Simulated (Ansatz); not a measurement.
Values for one crystal, relaxed and computed with the program Ansatz at the r²SCAN level (PAW); other levels are named.

| Quantity | Result |
|---|---|
| Volume per atom | 11.92 Å³ |
| Electronic character | metallic (no gap) |
| Density of states at the Fermi level | 0.42 states/eV per atom (mean over ±0.08 eV) |
| Formation energy from the elements (no fitted shifts) | -349 meV/atom |

Task: Which compound is it?
A) SiRu2, P4/nmm (Ru on 2a, Ru on 2c, Si on 2c)
B) Mn3SiN, R-3m (Si on 3a, N on 3b, Mn on 9e)
C) HfSi, CsCl type
D) TiSi2, Fddd (Ti on 8b, Si on 16f)

Result: B, Mn3SiN, R-3m (Si on 3a, N on 3b, Mn on 9e)

The start of the workflow was typed in or built on a structure type; neither database checked (COD, Materials Project) lists it. Its standing as an ambient phase is unchecked. Symmetry was held in the r²SCAN relaxation, as lowered by the spin order; its stability against distortions is not shown here. The final state is antiferromagnetic, chosen from 4 collinear starts compared on coarse meshes (ties went to the first, and starts can fall back to one state), not a proven ground state. Other orbital occupations within this spin state were not tried. No Hubbard U is applied. The references are the lowest solids computed at this level, not always the standard phases (solids in place of the gases).

Potentials: the earlier of the program's two PAW sets.
